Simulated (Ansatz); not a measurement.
CoSi₂:
```yaml
crystal:
  lattice:
    - [0.00000, 2.65730, 2.65730]
    - [2.65730, 0.00000, 2.65730]
    - [2.65730, 2.65730, 0.00000]
  atoms:
    - { symbol: Co, position: [0.00000, 0.00000, 0.00000] }
    - { symbol: Si, position: [0.75000, 0.75000, 0.75000] }
    - { symbol: Si, position: [0.25000, 0.25000, 0.25000] }
```

Relaxed with r²SCAN. Special points in fractions of this cell's reciprocal vectors: Γ (0.000, 0.000, 0.000); X (0.500, 0.000, 0.500); U (0.625, 0.250, 0.625); K (0.375, 0.375, 0.750); L (0.500, 0.500, 0.500); W (0.500, 0.250, 0.750).

List the band energies nearest the Fermi level at these points for DFT-r²SCAN in the program Ansatz with PAW potentials.

In eV from the Fermi level; about four levels below and three above (degenerate sets whole), none deeper than 8.9 eV; points with the same levels are listed once.

| k | below | above |
|---|---|---|
| Γ | -4.36 -4.36 -4.36 -2.08 -2.08 | 1.50 3.59 3.59 3.59 |
| X | -2.07 -2.01 -2.01 -1.45 | 1.94 3.20 8.97 |
| U | -2.32 -1.81 -1.32 -1.06 | 2.31 5.37 6.27 |
| L | -1.73 -1.73 -0.56 -0.56 | 3.24 3.72 3.72 |
| W | -2.41 -2.41 -2.01 -1.58 -0.75 | 4.05 4.05 6.27 |

Space group Fm-3m (fluorite or antifluorite type). Symmetry was held in the r²SCAN relaxation. No spin polarisation was allowed.

Potentials: the earlier of the program's two PAW sets.
